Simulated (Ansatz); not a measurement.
# GaN (F-43m): effective masses from band slopes

Computed with r²SCAN, PAW on Ansatz 0.2.0's default frozen-core files (fitted under PBE), scalar-relativistic; not a measurement.

The cell comes from a PAW relaxation under the same functional.

The structure is one entry of a database and needn't be the stable phase.

The run reads the converged density of an earlier one (folder ck) and closes the SCF again from it before it solves the listed points.

Command line:

```sh
ansatz run input.yaml --threads 1 --pin off --max-ram 3072MiB --backend cpu --events-out ev --progress --plain --runs-dir out
```

input.yaml:

```yaml
crystal:
  lattice:
    - [0.0, 2.24894181469, 2.24894181469]
    - [2.24894181469, 0.0, 2.24894181469]
    - [2.24894181469, 2.24894181469, 0.0]
  atoms:
    - { symbol: Ga, position: [0.0, 0.0, 0.0] }
    - { symbol: "N", position: [0.25, 0.25, 0.25] }
kpoints:
  mp_grid: { grid: [10, 10, 10] }
scf:
  occupations: { method: fixed }
hamiltonian:
  xc: r2scan
  pseudopotentials: { kind: paw }
output:
  eigenstates:
    kpoints:
      - [0.0, 0.0, 0.0]
      - [0.0, 0.001789651, 0.001789651]
      - [0.0, 0.003579302, 0.003579302]
      - [0.0, 0.007158604, 0.007158604]
      - [0.001789651, 0.0, 0.001789651]
      - [0.003579302, 0.0, 0.003579302]
      - [0.007158604, 0.0, 0.007158604]
      - [0.001789651, 0.001789651, 0.0]
      - [0.003579302, 0.003579302, 0.0]
      - [0.007158604, 0.007158604, 0.0]
      - [0.001265474, 0.001265474, 0.002530949]
      - [0.002530949, 0.002530949, 0.005061898]
      # ... 22 further points ...
      - [0.008266044, 0.008266044, 0.008266044]
      - [-0.000730622, -0.000730622, 0.001461244]
      - [-0.001461244, -0.001461244, 0.002922488]
      - [-0.002922488, -0.002922488, 0.005844976]
    de_dk: true
    e_range: [-3, 5.168304672899]
checkpoint:
  read: ck
```

Output:

```
Warning: RAYON_NUM_THREADS=1 ignored (pool sized by the plan → 1); use --threads N
Engine: ansatz 0.2.0, aarch64-unknown-linux-gnu
Pseudopotentials: kind: paw
Pseudopotential: Ga, paw, valence charge 13, recommended cutoff 500 eV (meta_gga), Ga.paw.azcp
Pseudopotential: N, paw, valence charge 5, recommended cutoff 500 eV (meta_gga), N.paw.azcp
Functional definition: r2SCAN
  parameter k0 = 0.174
  parameter k1 = 0.065
  parameter a1 = 4.9479
  exchange = r2scan_x(k0 = k0, k1 = k1, a1 = a1)
  correlation = r2scan_c
Crystal: 2 atoms, lattice volume = 22.749 Å³
Basis set: ecut = 500 eV, 561 PW (Γ), exchange–correlation on 96×96×96 points (64 copies of the dense FFT grid, shifted against one another)
Bands: 13, of which v1, the nominal top of the filled ones, is band 9 counted from 1 (8 counted from 0)
Symmetry: 24 space group operations
Space group: F-43m (ITA 216), of the structure as read, at distance tolerance 2.8e-5 Å
k-points: 47 of 1000 (time reversal used)
Non-local potential: Ga, projectors of the file, l = 0: 2, l = 1: 2, l = 2: 3, l = 3: 1
Non-local potential: N, projectors of the file, l = 0: 2, l = 1: 2, l = 2: 1
[... 12 lines left out ...]
preconditioner: auto → none  [insulator: Δε(μ)=2.168 eV  Ē_g=19.803 eV  n_scr=8 (ndim 8)  ℏωp=33.0 eV  f_vac=0.001  ε∞_Penn≈3.8]
SCF iter   2: F=—  HF=-4176.373102 eV  |F-HF|=—  |Δ(HF+E_count)|=   8.13e-7  Δρ=9.14e-8  dr2=1.44e-12  dr2_τ=2.59e-13  ethr=1.00e-12  ⟨swp⟩=4.8  Hψ=2580  notcnv=0
SCF iter   3: F=-4176.373102 eV  HF=-4176.373102 eV  |F-HF|=9.09e-13  |Δ(HF+E_count)|=  9.09e-13  Δρ=3.71e-8  dr2=1.72e-13  dr2_τ=1.59e-14  ethr=1.00e-12  ⟨swp⟩=1.0  Hψ=1410  notcnv=0
SCF 1 converged in 3 iterations: F = -4176.373102 eV  dr2 = 1.72e-13
  greatest PAW one-centre occupation: 0.995 electrons in one spin orbital (limit 2), on the Ga atom at site 0 (counted from 0), in its partial waves of l = 2
NSCF: frozen V_eff on 38 k-points
SCF converged after 3 iterations
Free energy (F): -4176.373102 eV
Harris-Foulkes:  -4176.373102 eV  (|F-HF|=9.09e-13)
Internal energy: -4176.373102 eV  (E = F + TS)
E sigma→0 (E₀):  -4176.373102 eV
Fermi energy:    9.466589 eV
--- Per-component energies (eV) ---
  E_band       = -15.029668
  E_kinetic    = 247.081748
  E_local      = -1948.476753  (includes V_loc(G=0)·N_el)
  E_nonlocal   = 476.371601
  E_hartree    = 898.973389
  E_xc         = -121.774678
  E_vxc        = -143.643876  (∫ρ·V_xc dr)
  E_paw        = -2137.212936  (= ΣΔE_a)
  E_vpaw       = -452.160797  (= ΣTr[D̂ρ^β])
  E_aug_tail   = -0.000022  (compensation charges beyond the density's cutoff)
  E_vtau       = 7.851670  (kinetic-family band-sum trace: ∫τ·v_τ [+ j·A + Jᵃ·Aᵃ] dr)
  E_ewald      = -1590.652817
  E_core_change = -0.682634  (= ΣΔE_core)
  E_smearing   = -0.000000  (= −TS)
  E_closure    = 0.000000  (closes the sum)
  Σ components = -4176.373102   (vs F -4176.373102, Δ=0.00e0)
```

The calculation finished and met its thresholds.

Head of eigenstates.tsv:

```
# spin	ik	k_frac_1	k_frac_2	k_frac_3	k_cart_x_inv_ang	k_cart_y_inv_ang	k_cart_z_inv_ang	n_plane_waves	band	set	set_size	e_ev	residual_ev	de_dk_x_ev_times_ang	de_dk_y_ev_t
# format = ansatz-eigenstates/6
# source = listed_points
# n_kpoints = 38
# n_rows = 152
# fermi_ev = 9.466589116517405e0
# fermi_mp_grid = 10 10 10
# fermi_mp_shift = 0 0 0
# fermi_n_kpoints = 47
# fermi_n_bands = 13
# fermi_largest_filled_residual_ev = 5.708841512277585e-7
# vbm_ev = 9.466589116517405e0
# cbm_ev = 1.1634893465756173e1
# band_edge_residuals_ev = 2.2693076067026242e-7 1.0000987063844665e-5
# n_electrons = 1.8e1
# occupation_method = fixed
# xc_rung = meta_gga
# e_minus_fermi_range_ev = -3e0 5.168304672899e0
# overlap = augmented
# smooth_dims = 24 24 24
# scf_smooth_dims = 24 24 24
# fft_grid_basis = 1 0 0 0 1 0 0 0 1
# xc_grid = 4
# n_bands_solved = 16
# n_bands_printed_max = 13
# set_resolution_ev = 2.023281487254247e-6
# degenerate_levels = group_imposed
```

### Band extrema

Band extrema of a crystal from Kohn-Sham levels and slopes, searched on the fine mesh and refined; masses in electron masses from slopes a step away, negative for holes; Cartesian axes as in the input; principal masses of single bands.

| Property | Result |
| --- | --- |
| Fine mesh | 16, 16, 16 |
| Band gap | 2.168 eV |
| Least direct gap on mesh | 2.168 eV |

| side | point | k a (r.l.u.) | k b (r.l.u.) | k c (r.l.u.) | valleys | level (eV over the valence top) | mass light (mₑ) | mass middle (mₑ) | mass heavy (mₑ) |
| --- | --- | --- | --- | --- | --- | --- | --- | --- | --- |
| conduction | Gamma | 0 | 0 | 0 | 1 | 2.168 | 0.171 | 0.171 | 0.171 |
| valence | Gamma | 0 | 0 | 0 | 1 | 0 | – | – | – |

### Masses along directions

Branches counted from each extremum; the finite step makes the lightest masses up to 3 per cent heavy.

```json
{
 "Fine mesh": "16, 16, 16"
}
```

| side | point | k a (r.l.u.) | k b (r.l.u.) | k c (r.l.u.) | direction | number | level from its edge (eV) | band mass (mₑ) |
| --- | --- | --- | --- | --- | --- | --- | --- | --- |
| conduction | Gamma | 0 | 0 | 0 | 100 | 1 | 0 | 0.171 |
| conduction | Gamma | 0 | 0 | 0 | 010 | 1 | 0 | 0.171 |
| conduction | Gamma | 0 | 0 | 0 | 001 | 1 | 0 | 0.171 |
| conduction | Gamma | 0 | 0 | 0 | 110 | 1 | 0 | 0.171 |
| conduction | Gamma | 0 | 0 | 0 | 111 | 1 | 0 | 0.171 |
| conduction | Gamma | 0 | 0 | 0 | 11-2 | 1 | 0 | 0.171 |
| valence | Gamma | 0 | 0 | 0 | 100 | 1 | 0 | -0.8554 |
| valence | Gamma | 0 | 0 | 0 | 100 | 2 | 0 | -0.8554 |
| valence | Gamma | 0 | 0 | 0 | 100 | 3 | 0 | -0.1776 |
| valence | Gamma | 0 | 0 | 0 | 010 | 1 | 0 | -0.8554 |
| valence | Gamma | 0 | 0 | 0 | 010 | 2 | 0 | -0.8554 |
| valence | Gamma | 0 | 0 | 0 | 010 | 3 | 0 | -0.1776 |
| valence | Gamma | 0 | 0 | 0 | 001 | 1 | 0 | -0.8554 |
| valence | Gamma | 0 | 0 | 0 | 001 | 2 | 0 | -0.8554 |
| valence | Gamma | 0 | 0 | 0 | 001 | 3 | 0 | -0.1776 |
| valence | Gamma | 0 | 0 | 0 | 110 | 1 | 0 | -5.139 |
| valence | Gamma | 0 | 0 | 0 | 110 | 2 | 0 | -0.8554 |
| valence | Gamma | 0 | 0 | 0 | 110 | 3 | 0 | -0.1514 |
| valence | Gamma | 0 | 0 | 0 | 111 | 1 | 0 | -1.925 |
| valence | Gamma | 0 | 0 | 0 | 111 | 2 | 0 | -1.925 |
| valence | Gamma | 0 | 0 | 0 | 111 | 3 | 0 | -0.1443 |
| valence | Gamma | 0 | 0 | 0 | 11-2 | 1 | 0 | -2.062 |
| valence | Gamma | 0 | 0 | 0 | 11-2 | 2 | 0 | -1.184 |
| valence | Gamma | 0 | 0 | 0 | 11-2 | 3 | 0 | -0.1506 |

Keep in mind: frozen-core PAW files fitted under PBE, their cores solved anew for the functional of the run; no spin-orbit coupling on heavy atoms; semilocal gaps are low, and what follows the gap (onsets, screening, light masses) shifts with it; without spin-orbit coupling, bands that meet at the valence top are not the light and heavy holes of experiment; this zinc-blende form is metastable at ambient conditions.

Time and hardware: 4.8 s on 1 thread of Arm Neoverse V1 (shared host), peak memory 0.31 GiB.
